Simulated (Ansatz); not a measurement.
# MgS with Ga replacing Mg: gradients before and after relaxing the atoms

Start: a supercell of MgS (rock salt type, Fm-3m) built from a COD entry, with all atoms left at the host's positions.

```cif
data_Mg26GaS27
_symmetry_space_group_name_H-M 'Fm-3m'
_symmetry_Int_Tables_number 225
_cell_length_a 15.6099
_cell_length_b 15.6099
_cell_length_c 15.6099
_cell_angle_alpha 90.000
_cell_angle_beta 90.000
_cell_angle_gamma 90.000
loop_
_atom_site_label
_atom_site_type_symbol
_atom_site_symmetry_multiplicity
_atom_site_Wyckoff_symbol
_atom_site_fract_x
_atom_site_fract_y
_atom_site_fract_z
Ga Ga 4 a 0.0000 0.0000 0.0000
Mg2 Mg 48 h 0.1667 0.1667 0.0000
Mg5 Mg 32 f 0.3333 0.1667 0.1667
Mg15 Mg 24 e 0.5000 0.5000 0.3333
S28 S 32 f 0.1667 0.1667 0.1667
S30 S 24 e 0.5000 0.5000 0.1667
S32 S 48 i 0.5000 0.3333 0.3333
S41 S 4 b 0.5000 0.5000 0.5000
```

One atom of each set is listed; the run and its k-mesh use a cell of 54 atoms with edges of 11.04, 11.04, 11.04 Å.

Method: Kohn–Sham DFT in Ansatz, PBE, plane waves and PAW, scalar-relativistic, 420 eV cutoff, Γ-centred 2×2×2 k-points, Fermi–Dirac smearing 0.01 eV, cell charge +1.

The largest force at the start is 0.81 eV/Å. Relaxing the ions at fixed cell moves them by 0.088 Å at most (atom 52, S) and 0.033 Å rms.

| site | moved (Å) | first shell before | first shell after | V_zz before (10²¹ V/m²) | η before |
| --- | --- | --- | --- | --- | --- |
| Ga | 0.000 | 6 S at 2.60 Å | 6 S at 2.51 Å | 0.00 | – |
| Mg2 | 0.022 | 6 S at 2.60 Å | 6 S at 2.59–2.62 Å | -0.14 | 0.08 |
| Mg15 | 0.030 | 6 S at 2.60 Å | 6 S at 2.57–2.72 Å | 0.30 | 0.00 |
| S28 | 0.007 | 6 Mg at 2.60 Å | 6 Mg at 2.60 Å | 0.45 | 0.00 |
| S30 | 0.088 | 5 Mg at 2.60 Å, 1 Ga at 2.60 Å | 1 Ga at 2.51 Å, 5 Mg at 2.62–2.72 Å | 6.60 | 0.00 |
| S32 | 0.011 | 6 Mg at 2.60 Å | 6 Mg at 2.59–2.61 Å | 0.86 | 0.02 |

(1) How do the gradients change?

## Answers

(1) 

| site | V_zz after | η after | change of V_zz |
| --- | --- | --- | --- |
| Ga | 0.00 | – | 0.00 |
| Mg2 | -0.13 | 0.72 | +0.01 |
| Mg15 | 0.53 | 0.00 | +0.23 |
| S28 | -0.013 | 0.00 | -0.47 |
| S30 | 5.92 | 0.00 | -0.68 |
| S32 | 0.65 | 0.62 | -0.21 |

The largest change of V_zz is on S30, from 6.60 to 5.92. In per cent, |V_zz| changes by -25 to -10 on S (all sites that start above 0.5). Where |V_zz| stays above 0.1 and the axes keep their order, η moves most on S32, from 0.02 to 0.62. On Mg2 V_xx and V_yy change places (or their axes turn by over 50°), so the two values of η hide a larger change. Other sites with |V_zz| of 0.02 or less aren't listed.

The defect repeats with the cell of 54 atoms, so it feels its images: sites between two images don't show the values beside a lone defect, and zeros or small values of η there can come from the images' arrangement. A uniform background compensates the cell's charge.
Before: With a gap of 0.9 eV on this mesh, small gradients can still move by 0.1 × 10²¹ V/m² or more as the k-mesh gets denser. The neighbours have not yet relaxed around the defect (largest force 0.81 eV/Å), so a real crystal will differ.
After: The relaxation keeps the site symmetry m-3m of the start, so the impurity can't leave its site; a start off the site could end lower.
